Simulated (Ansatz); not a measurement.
**HfW2 under strain**

Theory: DFT PBEsol, scalar-relativistic, plane waves, PAW (Ansatz). Run with 420 eV cutoff, 8×8×8 k-mesh, Gaussian smearing of 0.10 eV, no spin polarisation.

The relaxed crystal:

```xyz
6
Lattice="0.0000 3.7708 3.7708 3.7708 0.0000 3.7708 3.7708 3.7708 0.0000" Properties=species:S:1:pos:R:3 pbc="T T T"
Hf    3.7708    3.7708    3.7708
Hf    5.6563    5.6563    5.6563
W     0.9427    0.9427    0.9427
W     0.9427    2.8281    2.8281
W     2.8281    2.8281    0.9427
W     2.8281    0.9427    2.8281
```

Deformation: uniaxial strain along c, with the lengths of a and b and the atoms relaxed and the angles held, all within the symmetry that the strain leaves. Energies are extrapolated to zero smearing.

Spin–orbit coupling is left out, which can shift energies with elements as heavy as these.

```tsv
strain (%)	ΔE (meV/atom)	a (Å)	b (Å)	c (Å)
-3.0	13.9	5.334	5.334	5.173
-1.5	3.4	5.333	5.333	5.253
+0.0	0.0	5.333	5.333	5.333
+1.5	3.2	5.334	5.334	5.413
+3.0	12.6	5.336	5.336	5.493
+4.5	27.7	5.339	5.339	5.573
```

**Question.** What stiffness (1/V) d²E/dε² at zero strain does a cubic fit over all points give?

**Answer.** A cubic fit gives (1/V) d²E/dε² = 264 GPa at zero strain (Young's modulus along this axis, angles held).

**Question.** How does the free axis a answer a small strain?

**Answer.** Between the innermost points its strain is 0.01 times the applied one.